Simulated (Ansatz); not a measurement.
Ti: stiffness from a series of strains

```
CELL_PARAMETERS angstrom
2.95000 0.00000 0.00000
-1.47500 2.55477 0.00000
0.00000 0.00000 4.68600
ATOMIC_POSITIONS crystal
Ti 0.33333 0.66667 0.25000
Ti 0.66667 0.33333 0.75000
```

Atoms are numbered in the order listed.

The cell comes from COD entry 9008517, which wasn't checked; take it as a given geometry.

Method: DFT, PBEsol, all-electron LAPW, scalar-relativistic (Ansatz 0.2.0).

Settings: a Γ-centred 13×13×7 k mesh, Fermi–Dirac smearing of 0.08 eV, basis error target 0.5 meV/atom, no spin polarisation.

The strain is applied along the Cartesian axes of the cell as listed (γ is the engineering shear, twice εxy = εyz = εzx). Fractional coordinates are held (clamped ions).

σ is the change of stress from the unstrained cell, which is at -5.81 GPa; tension is positive, so slopes are stress–strain coefficients at that pressure. In a metal the k mesh adds noise.

Only quantities that a quadratic follows smoothly over the whole series are listed; rougher ones are left out.

| γ | σxy (GPa) | σyz (GPa) |
| --- | --- | --- |
| -0.0300 | -1.86 | -1.22 |
| -0.0200 | -1.23 | -0.81 |
| -0.0100 | -0.61 | -0.40 |
| 0.0000 | 0.00 | 0.00 |
| 0.0200 | 1.15 | 0.73 |
| 0.0300 | 1.67 | 1.06 |

Fit the series and read off the stiffness at zero strain.

Least-squares fits y = p0 + p1 x + p2 x² to the rows give σxy (GPa): p1 = 59.1, p2 = -100; σyz (GPa): p1 = 38.2, p2 = -84.

One run, at γ = 0.0100, is withheld. Predict its row.

The fits give 0.58, 0.37; the run gave 0.59, 0.38.
